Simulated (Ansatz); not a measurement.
**Does this entry for NaLaMgWO6 lie near equilibrium?**

The cell is a Materials Project structure (computed, not necessarily an observed phase), atoms as given.

```cif
data_structure
_symmetry_space_group_name_H-M 'P 1'
_symmetry_Int_Tables_number 1
_cell_length_a 5.6050
_cell_length_b 5.6050
_cell_length_c 7.9584
_cell_angle_alpha 90.046
_cell_angle_beta 90.046
_cell_angle_gamma 90.615
_cell_volume 250.01
loop_
_atom_site_label
_atom_site_type_symbol
_atom_site_fract_x
_atom_site_fract_y
_atom_site_fract_z
_atom_site_occupancy
Na1 Na 0.75307 0.24693 0.50000 1
Na2 Na 0.24693 0.75307 0.50000 1
La3 La 0.24620 0.75380 0.00000 1
La4 La 0.75380 0.24620 0.00000 1
Mg5 Mg 0.25189 0.25189 0.25617 1
Mg6 Mg 0.74811 0.74811 0.74383 1
W7 W 0.75160 0.75160 0.26189 1
W8 W 0.24840 0.24840 0.73811 1
O9 O 0.69771 0.69771 0.48973 1
O10 O 0.49073 0.49073 0.81200 1
O11 O 0.50640 0.99083 0.22887 1
O12 O 0.99117 0.99117 0.29350 1
O13 O 0.19317 0.19317 0.99420 1
O14 O 0.00883 0.00883 0.70650 1
O15 O 0.80683 0.80683 0.00580 1
O16 O 0.99083 0.50640 0.22887 1
O17 O 0.30229 0.30229 0.51027 1
O18 O 0.49360 0.00917 0.77113 1
O19 O 0.00917 0.49360 0.77113 1
O20 O 0.50927 0.50927 0.18800 1
```

Atoms are numbered from 1 in the order listed; like atoms form one site, named after its first atom.

Computed with Ansatz: DFT, PBE, plane waves and PAW, scalar-relativistic, 420 eV cutoff, Γ-centred 4×4×3 k-points, Fermi–Dirac smearing 0.02 eV.

(1) Do the atoms and the cell lie near the calculated equilibrium?

## Answers

(1) Not quite. The largest force is 0.92 eV/Å, on atom 9 (O: 1 W at 1.86 Å, 1 Mg at 2.06 Å, angle 156°; also 4 Na at 2.55–3.09 Å), and the pressure is -3.2 GPa. Relaxing the atoms is still advisable, since electric field gradients respond to shifts of a few hundredths of an ångström.
